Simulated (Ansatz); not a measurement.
BAs, in the lowest of the structures calculated here: F-43m (No. 216), cF8, zinc blende type; a = 4.768 Å, b = 4.768 Å, c = 4.768 Å, α = 90.00°, β = 90.00°, γ = 90.00°; B 4b (0.500, 0.500, 0.500); As 4d (0.750, 0.750, 0.750). Level of theory: PBEsol (plane waves to 420 eV, PAW, scalar-relativistic; Ansatz, an electronic-structure program). Element references, the lowest calculated here: As (R-3m), B (R-3m).

Total energies (eV/atom, σ → 0; comparable only within this code, potentials and settings):

```json
[
 {"phase": "BAs (F-43m)", "E (eV/atom)": "-2482.884"},
 {"phase": "As (R-3m)", "E (eV/atom)": "-4813.025"},
 {"phase": "B (R-3m)", "E (eV/atom)": "-152.668"},
 {"phase": "B6As (R-3m)", "E (eV/atom)": "-818.604"}
]
```

**Question.** What is the formation energy of this F-43m form of BAs from the elements?

**Answer.** E_f = -2482.884 − [1 × (-152.668) + 1 × (-4813.025)] / 2 = -0.04 eV/atom (-0.1 eV per formula unit).

**Question.** Is it stable against the other phases calculated?

**Answer.** No: BAs → 0.83 As + 0.17 B6As (B6As R-3m, As R-3m) releases 0.06 eV/atom.

This is the hull of the energies calculated here, no anion corrections; phases that were not calculated are missing from it. Values are rounded to 0.01 eV/atom. The compounds carry no spin polarisation.
